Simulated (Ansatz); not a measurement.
Space group F-43m (No. 216). a = 6.964 Å, b = 6.964 Å, c = 6.964 Å, α = 90.00°, β = 90.00°, γ = 90.00°
```
atom site symmetry x y z
  Mg    4c      -43m  0.2500  0.2500  0.2500
  Cu   16e       .3m  0.1246  0.3754  0.8754
  Sn    4a      -43m  0.0000  0.0000  0.0000
```

Equation of state of this MgCu₄Sn structure (not necessarily the ground state), with shape and atoms relaxed at each volume where symmetry leaves them free. It has no gap at any of these volumes. Theory: DFT PBEsol, scalar-relativistic, plane waves, PAW in Ansatz 0.2.0.

Cutoff 420 eV; k points 10×10×10 on the computed 6-atom cell (Γ-centred); Gaussian smearing, width 0.10 eV; no spin polarisation.

| V (Å³/atom) | E − E(largest V) (meV/atom) | P (GPa) |
| --- | --- | --- |
| 12.385 | 53.09 | 20.54 |
| 12.807 | 7.89 | 13.97 |
| 13.230 | -21.45 | 8.47 |
| 13.652 | -37.52 | 3.87 |
| 14.074 | -42.48 | 0.02 |
| 14.496 | -38.16 | -3.20 |
| 14.919 | -26.05 | -5.90 |
| 15.481 | 0.00 | -8.81 |

Fit a third-order Birch–Murnaghan equation to E(V).

V0 = 14.08 Å³/atom, B0 = 117 GPa, B0' = 4.9.

Cost: 8 runs of about 10 core-minutes in all, on Arm Neoverse V1 (shared hosts).